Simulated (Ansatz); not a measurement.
Data:

B:
```yaml
crystal:
  lattice:
    - [2.44932, 1.41411, 4.18211]
    - [-2.44932, 1.41411, 4.18211]
    - [0.00000, -2.82823, 4.18211]
  atoms:
    - { symbol: B, position: [0.01028, 0.65407, 0.01028] }
    - { symbol: B, position: [0.98972, 0.34593, 0.98972] }
    - { symbol: B, position: [0.01028, 0.01028, 0.65407] }
    - { symbol: B, position: [0.98972, 0.98972, 0.34593] }
    - { symbol: B, position: [0.65407, 0.01028, 0.01028] }
    - { symbol: B, position: [0.34593, 0.98972, 0.98972] }
    - { symbol: B, position: [0.22103, 0.63062, 0.22103] }
    - { symbol: B, position: [0.77897, 0.36938, 0.77897] }
    - { symbol: B, position: [0.22103, 0.22103, 0.63062] }
    - { symbol: B, position: [0.77897, 0.77897, 0.36938] }
    - { symbol: B, position: [0.63062, 0.22103, 0.22103] }
    - { symbol: B, position: [0.36938, 0.77897, 0.77897] }
```

This is the PBE-relaxed structure. Cartesian axes are those of the cell as given.

Problem. All from PBE in the plane-wave PAW code Ansatz, unless another level is named. Predict the smallest direct gap on the standard path.

Solution. 1.84 eV.

Problem. Predict the band gap.

Solution. 1.44 eV (indirect).

Problem. And the conduction-band minimum?

Solution. off the standard path, at k = (0.260, -0.318, -0.318).

Problem. Give the valence-band maximum.

Solution. at T.

Space group R-3m (α-B12). The PBE relaxation kept the symmetry of its start.

Potentials: the later of the program's two PAW sets.
